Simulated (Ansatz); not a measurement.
SiO₂:
```
SiO2
1.0
    0.00000     4.39571    -2.48884
    0.00000     4.39571     2.48884
    8.29509     0.00000     0.00000
Si O
4 8
Direct
  0.33999   0.33096   0.93731
  0.66904   0.66001   0.06269
  0.33999   0.33096   0.56269
  0.66904   0.66001   0.43731
  0.60322   0.39678   0.00000
  0.60322   0.39678   0.50000
  0.46320   0.96864   0.54185
  0.03136   0.53680   0.45815
  0.46320   0.96864   0.95815
  0.03136   0.53680   0.04185
  0.57737   0.73692   0.25000
  0.26308   0.42263   0.75000
```

x, y and z are the axes in which the lattice vectors are written.

### Question
Give the high-frequency dielectric tensor and the Born effective charge tensors of the independent atoms from DFPT, DFT-r²SCAN in the program Ansatz with PAW potentials.

### Answer

ε∞:
```
2.14  0.00  0.00
0.00  2.13  0.00
0.00  0.00  2.13
```
Z* of atom 1 (Si), rows: field, columns: displacement, in e:
```
 3.36  -0.02  -0.26
 0.00   3.34  -0.20
 0.26   0.25   3.31
```
Z* of atom 5 (O), rows: field, columns: displacement, in e:
```
-1.23  -0.58   0.00
-0.57  -2.67   0.00
 0.00   0.00  -1.09
```
Z* of atom 7 (O), rows: field, columns: displacement, in e:
```
-1.28  -0.28  -0.50
-0.27  -1.49  -0.72
-0.50  -0.74  -2.23
```
Z* of atom 11 (O), rows: field, columns: displacement, in e:
```
-2.94   0.00   0.00
 0.00  -1.03  -0.03
 0.00   0.03  -1.07
```

Static charges for comparison (Bader): Si1 +3.37, O5 -1.68, O7 -1.68, O11 -1.69 e. Born charges measure polarisation by displacement and can exceed these by far.

Space group Ama2. The first step of the workflow began from a Materials Project structure, measured or hypothetical; the Crystallography Open Database copy checked does not list it. It is not the phase usual at ambient conditions (space group No. 92, 152, 154). The r²SCAN relaxation kept the symmetry of its start; whether a distortion lowers the energy is not shown.

Potentials: the later of the program's two PAW sets.
